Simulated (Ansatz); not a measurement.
Here is the system:

GeI2:
```
CELL_PARAMETERS angstrom
      4.14701     0.00000     0.00000
     -2.07351     3.59142     0.00000
      0.00000     0.00000     6.64495
ATOMIC_POSITIONS crystal
  Ge 0.00000 0.00000 0.00000
  I  0.33333 0.66667 0.25962
  I  0.66667 0.33333 0.74038
```

This is the LDA-relaxed structure. Cartesian axes are those of the cell as given.

Q: All from LDA in the plane-wave PAW code Ansatz, unless another level is named. Predict the Poisson's ratio.

A: 0.26.

Q: Give the elastic constants (relaxed ions, GPa).

A: C11 = 48.3, C12 = 12.9, C13 = 11.0, C14 = -3.9, C33 = 27.0, C44 = 8.6.

Space group P-3m1 (CdI2 type). The workflow started from an entry of the Crystallography Open Database (COD), which files this formula under 2 space groups. Whether it is the stable phase at ambient conditions was not checked. Symmetry was held in the LDA relaxation; whether a distortion lowers the energy is not shown. A crystal of weakly bound layers computed without a dispersion correction: the cell and the soft elastic constants depend strongly on that. Spin–orbit coupling is left out wherever it is not named.

Potentials: the later of the program's two PAW sets.
